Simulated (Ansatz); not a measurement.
Bi$_{2}$SO$_{2}$:
```
Bi2SO2
1.0
    3.94070     0.00000     0.00000
   -1.97035     3.41275     0.00000
    0.00000     0.00000     6.76172
Bi S O
2 1 2
Direct
  0.66667   0.33333   0.77695
  0.33333   0.66667   0.22305
  0.00000   0.00000   0.50000
  0.66667   0.33333   0.12193
  0.33333   0.66667   0.87807
```

Relaxed with PBEsol. Special points in fractions of this cell's reciprocal vectors: Γ (0.000, 0.000, 0.000); M (0.500, 0.000, 0.000); K (0.333, 0.333, 0.000); A (0.000, 0.000, 0.500); L (0.500, 0.000, 0.500); H (0.333, 0.333, 0.500).

**Question.** List the band energies nearest the valence-band maximum at these points for the program Ansatz at the PBEsol with spin–orbit coupling level (PAW).

**Answer.** In eV from the valence-band maximum; about four levels below and three above (degenerate sets whole), none deeper than 8.9 eV; points with the same levels are listed once.

| k | below | above |
|---|---|---|
| Γ | -0.87 -0.87 0.00 0.00 | 2.06 2.06 2.54 2.54 |
| M | -1.21 -1.21 -0.01 -0.01 | 2.36 2.36 3.75 3.75 |
| K | -0.57 -0.57 -0.49 -0.49 | 2.16 2.16 2.99 2.99 |
| A | -0.85 -0.85 -0.08 -0.08 | 1.16 1.16 2.91 2.91 |
| L | -1.05 -1.05 -0.58 -0.58 | 1.33 1.33 4.03 4.03 |
| H | -0.65 -0.65 -0.62 -0.62 | 2.87 2.87 3.43 3.43 |

Space group P-3m1. The start of the workflow was typed in or built on a structure type; neither database checked (COD, Materials Project) lists it. Whether it is the stable phase at ambient conditions was not checked. Symmetry was held in the PBEsol relaxation; its stability against distortions is not shown here. The volume moved by 33 % from the start of the relaxation.

Potentials: the earlier of the program's two PAW sets. The files were generated under PBE; for other functionals the program regenerates the frozen cores, and for LDA and PBEsol the local potential too.
